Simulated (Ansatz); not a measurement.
In2Se3:
```
In2Se3
1.0
    3.91239     0.00000     0.00000
   -1.95620     3.38823     0.00000
    0.00000     0.00000     9.79805
In Se
2 3
Direct
  0.00000   0.00000   0.42651
  0.00000   0.00000   0.82511
  0.66667   0.33333   0.61593
  0.33333   0.66667   0.28674
  0.66667   0.33333   0.97071
```

Relaxed with r²SCAN+D4.

### Question
Give the Bader charges and basin volumes of the independent atoms, DFT-r²SCAN+D4 in the program Ansatz with PAW potentials.

### Answer


| atom | Bader charge (e) | Bader volume (Å³) |
|---|---|---|
| In1 | +1.21 | 17.0 |
| In2 | +1.17 | 18.9 |
| Se3 | -0.96 | 29.6 |
| Se4 | -0.72 | 32.2 |
| Se5 | -0.70 | 32.3 |

Space group P3m1. The start of the workflow was typed in or built on a structure type; neither database checked (COD, Materials Project) lists it. COD files the formula under space group No. 160, 166, 169, 170. Whether it is the stable phase at ambient conditions was not checked. The r²SCAN+D4 relaxation kept the symmetry of its start; its stability against distortions is not shown here.

Potentials: the earlier of the program's two PAW sets.
